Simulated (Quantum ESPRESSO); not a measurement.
# One change at a time to In2Mg2Pt2W2

All numbers below are calculated, not measured. They come from Quantum ESPRESSO 7.5, a public plane-wave density functional program. Each row is one single-point run on a made-up periodic cell of eight metal atoms, with elements, volume, strain and displacements drawn at random and not relaxed, so a cell may be unstable or far from any real phase. There is no spin polarisation or spin-orbit coupling.

Settings: PBE unless stated; PseudoDojo standard norm-conserving files; Fermi-Dirac width 0.25 eV, which means electrons at about 2900 K; cutoff 1143 eV; 8 x 4 x 4 k mesh shifted half a step off Gamma. E is the free energy of the whole cell (internal energy minus TS), so a -TS column is already part of it. Stress is positive in tension, and the pressure P is minus a third of its trace.

Checks: one run of this series was repeated at a higher cutoff and on a denser mesh, which moved values by no more than 0.004 eV, 0.03 GPa and 0.011 eV/Å, and a second program with other atomic files agreed on it to 2 % rms in force and 0.5 GPa in pressure. Known limits: heavy elements are run without spin-orbit coupling, which real alloys of them have; a spin test at this wide smearing found no moment, but such smearing suppresses magnetism that the real alloy may have.

The lattice is face-centred cubic, and the cell vectors in Å are (0.009, 2.151, 2.143); (-4.340, 4.307, -4.309); (-4.142, -4.226, 4.191), a volume of 155.03 Å³ in run 1. The elements on sites 1 to 8 are Pt Mg Pt W In In W Mg. Each later run makes one change to run 1 and keeps the rest. E is counted from run 1, and is n/a where other atomic files have another zero of energy.

```
run                           change  V (Å³)  P (GPa)  -TS (eV)  rms force (eV/Å)  largest change of a force component (eV/Å)  E (eV)
  1                             none  155.03    -9.99    -1.147             0.551                                       0.000   0.000
  2          sites 1 and 4 exchanged  155.03    -9.47    -1.259             0.696                                       1.037   0.400
  3    all lengths scaled by -1.53 %  148.03    -5.33    -1.077             0.545                                       0.258       ?
  4           PBEsol in place of PBE  155.03   -14.42    -1.151             0.586                                       0.158     n/a
  5  site 6 moved by +0.22 Å along y  155.03    -9.13    -1.144             0.708                                       1.206   0.220
```

## Worked estimate

Along a uniform scaling dE = -P dV. The mean of the two pressures is -7.660 GPa and the volume changes by -7.00 Å³, with 160.2 GPa to one eV/Å³. The same two rows give -V dP/dV = 101 GPa for this cell with clamped atoms, which is not the bulk modulus of a real alloy.

## Withheld value

Question: what E should run 3 give?

The estimate is -0.335 eV. The calculation gave -0.339 eV. The mean of two end points misses the curvature of P, and the finite cutoff adds a little.
